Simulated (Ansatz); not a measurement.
**Nb$_{3}$Pb single point**

The input, for Ansatz 0.2.0 (plane waves, PAW):

```yaml
crystal:
  lattice:
    - [5.409826, 0.0, 0.0]
    - [0.0, 5.409826, 0.0]
    - [0.0, 0.0, 5.409826]
  atoms:
    - { symbol: Pb, position: [0.0, 0.0, 0.0] }
    - { symbol: Pb, position: [0.5, 0.5, 0.5] }
    - { symbol: Nb, position: [0.25, 0.0, 0.5] }
    - { symbol: Nb, position: [0.5, 0.75, 0.0] }
    - { symbol: Nb, position: [0.75, 0.0, 0.5] }
    - { symbol: Nb, position: [0.5, 0.25, 0.0] }
    - { symbol: Nb, position: [0.0, 0.5, 0.75] }
    - { symbol: Nb, position: [0.0, 0.5, 0.25] }
  symmetry: { tolerance: 0.0003 }
kpoints:
  mp_grid: { grid: [6, 6, 6], shift: [0, 0, 0] }
  band_path:
    path:
      - [0.0, 0.0, 0.0]
      - [0.0, 0.5, 0.0]
      - [0.5, 0.5, 0.0]
      - [0.0, 0.0, 0.0]
      - [0.5, 0.5, 0.5]
      - [0.0, 0.5, 0.0]
      - [0.5, 0.5, 0.5]
      - [0.5, 0.5, 0.0]
    npoints: 8
magnetization:
  spin_polarized: false
scf:
  occupations: { method: fermi_dirac }
  lower_state_search: "off"
  max_iter: 200
hamiltonian:
  pseudopotentials: { kind: paw }
  xc: pbe
basis:
  ecutwfc: 420
  fft_grid_basis: typed
output:
  forces: true
  stress: true
  eigenvalues: true
  bader: true
  populations: true
  elf: true
  write_potential: true
  volumetric_format: npy
  dos:
    e_range: [-12, 8]
    de: 0.05
    projected: { site_lists: { Nb: [Nb], Pb: [Pb] } }
checkpoint:
  read: saved_state
```

The run starts from an earlier solution of this cell. 

Excerpt of what it printed:

```
Free energy (F): -51125.7903 eV
Harris-Foulkes:  -51125.7903 eV  (|F-HF|=1.30e-9)
Internal energy: -51125.4699 eV  (E = F + TS)
E sigma→0 (E₀):  -51125.6301 eV
Entropy (-TS):   -0.3205 eV (-40.057 meV/atom)
Fermi energy:    16.5725 eV
--- Per-component energies (eV) ---
  E_band       = -435.9540
  E_kinetic    = 2946.9776
  E_local      = -5990.3217  (includes V_loc(G=0)·N_el)
  E_nonlocal   = 1421.9921
  E_hartree    = 2030.0267
  E_xc         = -1489.2284
  E_vxc        = -1536.7875  (∫ρ·V_xc dr)
  E_paw        = -39265.9652  (= ΣΔE_a)
  E_vpaw       = -1337.8692  (= ΣTr[D̂ρ^β])
  E_aug_tail   = 0.0001  (compensation charges beyond the density's cutoff)
  E_ewald      = -10778.9511
  E_smearing   = -0.3205  (= −TS)
--- Stress (GPa, compression-positive) ---
       -3.1315       0.0000       0.0000
        0.0000      -3.1315       0.0000
        0.0000       0.0000      -3.1315
  P = ⅓ Tr σ = -3.1315 GPa (-31.315 kbar)
--- Bader charges: 8 sites ---
  site symbol  charge [e]  shift [e]
     0     Pb     -0.8622     0.0000
     1     Pb     -0.8622     0.0000
     2     Nb      0.2874     0.0000
     3     Nb      0.2874     0.0000
     4     Nb      0.2874     0.0000
     5     Nb      0.2874     0.0000
     6     Nb      0.2874     0.0000
     7     Nb      0.2874     0.0000
```

Total energies depend on the potentials used, so only differences within one code and one set of settings carry meaning.

Origin: a database entry at a rescaled volume. Caveats: many states at the Fermi level without spin polarisation, so a magnetic state may lie lower.
